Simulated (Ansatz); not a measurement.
The start is a relaxed SrTiO3 cell displaced along its unstable phonon at q = Γ (263i cm⁻¹), largest move 0.15 Å. The cell and all atomic positions are relaxed at zero pressure with PBEsol (plane waves to 420 eV, PAW, scalar-relativistic; Ansatz, a program for electronic structure). The first steps use a coarse 5×5×5 k-mesh.

Input geometry:
```yaml
crystal:
  lattice:
    - [2.94184, 1.69847, 5.46051]
    - [-2.94184, 1.69847, 5.46051]
    - [0.00000, -3.39694, 5.46051]
  atoms:
    - { symbol: Ti, position: [0.24193, 0.24193, 0.24193] }
    - { symbol: Ti, position: [0.74193, 0.74193, 0.74193] }
    - { symbol: Sr, position: [0.00002, 0.00002, 0.00002] }
    - { symbol: Sr, position: [0.50002, 0.50002, 0.50002] }
    - { symbol: O, position: [0.95090, 0.55088, 0.27226] }
    - { symbol: O, position: [0.27226, 0.95090, 0.55088] }
    - { symbol: O, position: [0.55088, 0.27226, 0.95090] }
    - { symbol: O, position: [0.05088, 0.45090, 0.77226] }
    - { symbol: O, position: [0.77226, 0.05088, 0.45090] }
    - { symbol: O, position: [0.45090, 0.77226, 0.05088] }
```

Problem. How large is the pressure on the unrelaxed cell, and of which sign?

Solution. -3.1 GPa (negative: the cell is under tension).

Problem. Which atoms feel the largest initial force, and how large is it?

Solution. 0.96 eV/Å, on Ti1, Ti2 (atoms numbered as listed).

Problem. How much energy is released per atom?

Solution. 0.44 eV/atom.

Problem. How does the volume change?

Solution. -28.0 %, from 16.37 to 11.79 Å³/atom.

Problem. How do the shortest distances between atoms change?

Solution. The closest pairs of elements (up to four, under 3.6 Å), start → end: O–Ti 1.79 → 1.91 Å; O–Sr 2.46 → 2.60 Å; O–O 3.06 → 2.75 Å; Sr–Ti 3.61 → 3.35 Å.

Problem. What band gap does the relaxed structure have at this level?

Solution. 2.12 eV, direct within 0.03 eV (at Γ) (no spin-orbit coupling).

Problem. Write out the relaxed structure.

Solution. 
Space group R3c, hexagonal axes (No. 161); a = b = 5.507 Å, c = 13.464 Å, α = β = 90.00°, γ = 120.00°

```tsv
atom	site	symmetry	x	y	z
Ti	6a	3.	0.0000	0.0000	0.2071
Sr	6a	3.	0.0000	0.0000	0.4561
O	18b	1	0.3331	0.1393	0.1176
```
(The calculation used a cell of 10 atoms; values per cell refer to that cell.)

Final values are on a 7×7×7 k-mesh of the relaxed cell. No spin polarisation in the result.

The run could not lose the symmetry of its start, so the end can be a saddle point.

The relaxed structure here is a generated cell of SrTiO3: the first start was made by placing the elements on the sites of a structure type, and the end was not matched to a known phase here, so it may be hypothetical. Known forms of SrTiO3 include space group No. 221.
